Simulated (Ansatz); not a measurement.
Here is the system:

Y (hcp (Mg type), P6_3/mmc), a = b = 3.600 Å, c = 5.579 Å, α = β = 90.00°, γ = 120.00°.

This is the PBEsol-relaxed structure.

**Question.** All from PBEsol in the plane-wave PAW code Ansatz, unless another level is named. Give the density of states at the Fermi level.

**Answer.** 2.1 states/eV per atom (mean over ±0.08 eV).

**Question.** Predict the gap with spin–orbit coupling.

**Answer.** none (metallic).

Symmetry was held in the PBEsol relaxation; phonons on a q-mesh show no instability. The workflow began spin-polarised and lost its moments. Axis ratios of metals converge slowly with the k-mesh, so a and c are less sure than the volume. Scalar-relativistic: spin–orbit coupling is off unless named, which matters more the heavier the elements.

Potentials: the earlier of the program's two PAW sets.
